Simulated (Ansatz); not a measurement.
PtSTe (Janus 1T monolayer), relaxed with r2SCAN: 4 runs in Ansatz 0.2.0, each a calculation of independent-particle optics. In-plane lattice: a = 3.773 Å, b = 3.773 Å, γ = 120.0°; thickness between the outer nuclei 2.64 Å. Pt has 3 S at 2.49 Å and 3 Te at 2.61 Å; S has 3 Pt at 2.49 Å; Te has 3 Pt at 2.61 Å. Spin-unpolarised throughout. Whether this structure exists isn't addressed.

```
Pt S Te
1.0
     3.77339    0.00000    0.00000
    -1.88669    3.26785    0.00000
     0.00000    0.00000   30.10577
Pt S Te
1 1 1
Direct
  0.00000 0.00000 0.30152
  0.33333 0.66667 0.34150
  0.66667 0.33333 0.25382
```
The sheet repeats along a and b alone.

On meshes this coarse, single peaks can be features of the mesh. No local fields, no excitons; the zone sum runs over the cells of the mesh, and ε∞ includes the bands left out of the spectrum. Up to four peaks are listed, those above 15 % of the tallest and inside the complete range; the four can differ from row to row. Rows marked drawn have settings drawn at random (some not listed).

```
functional  k mesh  broadening (eV)    scissors (eV)  range (eV)  settings  direct gap on the mesh before scissors (eV)  ε∞ xx  ε∞ yy  ε∞ zz  complete up to (eV)  tallest peaks of mean ε₂ (eV)
       PBE   6×6×1              0.1             0.00        0–12    chosen                                         1.51   5.01   5.01   2.63                 12.0            1.50 2.75 3.05 5.85
    r2SCAN   6×6×1              0.1             0.00        0–12    chosen                                         1.71   4.42   4.42   2.48                 12.0            1.70 2.95 3.30 6.30
       PBE   6×6×1              0.1  0.62 (to HSE06)        0–12    chosen                                         1.51   4.16   4.16   2.41                 12.0            2.15 3.35 3.70 6.50
       LDA   6×6×1             0.03             0.60         0–6     drawn                                         1.45   4.37   4.37   2.44                  6.0            2.00 3.20 4.40 4.80
```

A sheet's ε refers to the whole height of the cell: ε − 1 falls as one over that height, zz lacks the depolarisation, and means are over the plane.

The fundamental gap is indirect (0.96 eV with PBE on 6×6×1); the table holds the direct one.

No spin-orbit coupling is included; it can move band edges with weight on the heavy atoms by tenths of an eV.
